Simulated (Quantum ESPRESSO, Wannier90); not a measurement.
**Wannierisation of HgO (P3₁21)**

Cell from Materials Project (mp-7826), symmetrised, no further relaxation. Not found in the COD (Crystallography Open Database) copy used, which has the formula in other groups; not checked further. Computed values, not measurements, from PBEsol: Quantum ESPRESSO (norm-conserving PseudoDojo potentials, cutoff 68 Ry, no spin polarisation, no spin-orbit coupling) on a Γ-centred 6×6×4 mesh, then Wannier90. Density: 12×12×4 mesh, Gaussian smearing 0.01 Ry. The cell is built of weakly bound layers, chains or molecules. Database cells relaxed without dispersion often hold them too far apart, which can enlarge gaps and weakens couplings between them; spacing and stacking were not compared with the measured crystal. Spin-orbit coupling is left out although heavy elements are present.

```
begin unit_cell_cart
ang
    3.6149899245    0.0000000000    0.0000000000
   -1.8074949622    3.1306731090    0.0000000000
    0.0000000000    0.0000000000    8.8353700000
end unit_cell_cart
mp_grid = 6 6 4
```

**Question.** Which shells of neighbouring k-points and which b-vectors and weights does Wannier90 pick for this cell and mesh?

**Answer.** 
```
 *---------------------------------- K-MESH ----------------------------------*
 +----------------------------------------------------------------------------+
 |                    Distance to Nearest-Neighbour Shells                    |
 |                    ------------------------------------                    |
 |          Shell             Distance (Ang^-1)          Multiplicity         |
 |          -----             -----------------          ------------         |
 |             1                   0.177785                      2            |
 |             2                   0.334496                      6            |
 |             3                   0.355570                      2            |
 |             4                   0.378807                     12            |
 |             5                   0.488178                     12            |
 |             6                   0.533355                      2            |
 |             7                   0.579364                      6            |
 |             8                   0.606028                     12            |
       ... (lines left out)
 +----------------------------------------------------------------------------+
 | The b-vectors are chosen automatically                                     |
 | The following shells are used:                       1,  2                 |
 +----------------------------------------------------------------------------+
 |                        Shell   # Nearest-Neighbours                        |
 |                        -----   --------------------                        |
 |                          1               2                                 |
 |                          2               6                                 |
 +----------------------------------------------------------------------------+
 | Completeness relation is fully satisfied [Eq. (B1), PRB 56, 12847 (1997)]  |
 +----------------------------------------------------------------------------+
 |                  b_k Vectors (Ang^-1) and Weights (Ang^2)                  |
 |                  ----------------------------------------                  |
 |            No.         b_k(x)      b_k(y)      b_k(z)        w_b           |
 |            ---        --------------------------------     --------        |
 |             1         0.000000    0.000000    0.177785    15.819026        |
 |             2         0.000000    0.000000   -0.177785    15.819026        |
 |             3         0.000000    0.334496    0.000000     2.979181        |
 |             4         0.289682    0.167248    0.000000     2.979181        |
 |             5         0.000000   -0.334496    0.000000     2.979181        |
 |             6         0.289682   -0.167248    0.000000     2.979181        |
 |             7        -0.289682   -0.167248    0.000000     2.979181        |
 |             8        -0.289682    0.167248    0.000000     2.979181        |
```
